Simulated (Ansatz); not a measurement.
# B vacancy in YbB2Ru3, calculated

Level of theory: PBEsol, no spin polarisation, scalar-relativistic; Ansatz, plane waves to 420 eV (PAW set soft_2), k-mesh 4×4×4 shifted by half a step.

The relaxed host crystal (no gap at this level of theory):

```
Yb B Ru
1.0
     5.45957    0.00000    0.00000
    -2.72978    4.72812    0.00000
     0.00000    0.00000    2.96246
Yb B Ru
1 2 3
Direct
  0.00000 0.00000 0.00000
  0.33333 0.66667 0.00000
  0.66667 0.33333 0.00000
  0.50000 0.00000 0.50000
  0.50000 0.50000 0.50000
  0.00000 0.50000 0.50000
```

Supercell of 18 atoms, rows of the matrix [[-1,0,-1],[1,1,-1],[0,-1,-1]] times the cell vectors; B vacancy at (0.333, 0.667, 0.000) in fractions of the cell above. Atoms are relaxed at the host's cell. The cell loses 1 of its 6 B, so this is a heavily defective crystal.

Distances from the empty B site (Å), by shell of the perfect crystal:

```
shell  perfect crystal  relaxed, charge 0
 6 Ru             2.16               2.18
```

```
charge  gap of the cell on the mesh (eV)
     0                              0.00
```

Formation energy of the neutral defect: 2.51 eV, taking atoms from and to the elements' standard states (no corrections for gases), so it belongs to those chemical potentials alone.

Caveats: 4f shell without a U, which puts 4f levels too near the Fermi level; small supercell, so energies and levels can be off by tenths of an eV; the atoms kept the symmetry of the start, so a distorted state could lie lower.
